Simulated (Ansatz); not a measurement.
Relaxed-ion elastic tensor of CrB$_{4}$ in space group Pnnm (No. 58; Cr on 2a, B on 4g, B on 4g) in GPa (Voigt order), plane-wave PAW r²SCAN (Ansatz code); density 4.34 g/cm³, 7.29 Å³ per atom.

```
 588  71.1   106   0.0   0.0   0.0
71.1   932  97.9   0.0   0.0   0.0
 106  97.9   514   0.0   0.0   0.0
 0.0   0.0   0.0   270   0.0   0.0
 0.0   0.0   0.0   0.0   296   0.0
 0.0   0.0   0.0   0.0   0.0   272
```

Task: Is the crystal mechanically stable?

Result: Yes: the smallest eigenvalue of C is 270 GPa.

Task: Work out the Voigt, Reuss and Hill averages.

Result: K_V = 287, K_R = 274, K_H = 280; G_V = 285, G_R = 275, G_H = 280 GPa.

Task: Give Young's modulus, Poisson's ratio, Pugh's ratio and the universal anisotropy index.

Result: E = 9KG/(3K + G) = 630 GPa; ν = 0.13; K/G = 1.00 (brittle by the Pugh limit of 1.75); A_U = 5G_V/G_R + K_V/K_R − 6 = 0.23.

Task: Estimate the sound speeds and the Debye temperature.

Result: v_l = √((K + 4G/3)/ρ) = 12300 m/s, v_t = √(G/ρ) = 8040 m/s, mean 8800 m/s; Θ = (h/k)(3n/4πV)^(1/3) v_m = 1350 K.

Task: Solve the Christoffel equation for the three sound speeds along x, y, z.

Result: Eigenvalues of C_ijkl n_j n_l equal ρv². In km/s, slowest first: x 7.92, 8.27, 11.64; y 7.89, 7.92, 14.66; z 7.89, 8.27, 10.89.

Task: How much does each axis shrink under pressure?

Result: Linear compressibilities β_i = Σ_j S_ij (j = 1 to 3): x 1.3, y 0.81, z 1.5 per TPa.

The workflow started from a Materials Project entry (that database holds measured and hypothetical structures alike); the Crystallography Open Database copy checked does not list it. COD files the formula under space group No. 71. Whether it is the stable phase at ambient conditions was not checked. The cell was relaxed with r²SCAN under the symmetry of its start; its stability against distortions is not shown here. The run is not spin-polarised. As this level gives no gap, shear constants depend on the k-mesh and smearing (Fermi–Dirac, 0.1 eV here).

Potentials: the later of the program's two PAW sets.
